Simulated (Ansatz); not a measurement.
Input:

PbSe (rock salt, Fm-3m), a = 6.1775 Å, b = 6.1775 Å, c = 6.1775 Å, α = 90.00°, β = 90.00°, γ = 90.00°; the cell used has 2 atoms.

This is the r²SCAN-relaxed structure.

Problem. All from the program Ansatz at the r²SCAN level (PAW), unless another level is named. Estimate the hole effective mass.

Solution. 0.11, 0.11, 0.25 mₑ (principal values).

Problem. Predict the formation energy from the elements (no fitted shifts).

Solution. -0.67 eV/atom.

Problem. And the valence-band maximum?

Solution. at L.

Problem. Predict the weight of the valence-edge state by species (Voronoi cells).

Solution. Se 69 %, Pb 31 %.

Problem. And the weight of the conduction-edge state by species (Voronoi cells)?

Solution. Pb 63 %, Se 37 %.

Symmetry was held in the r²SCAN relaxation. The volume moved by -16 % from the start of the relaxation. The references are the lowest solids computed at this level, not always the standard phases. Spin–orbit coupling is left out wherever it is not named.

Potentials: the later of the program's two PAW sets.

Edges and masses are those of Kohn–Sham bands, whose gap is no quasiparticle gap.
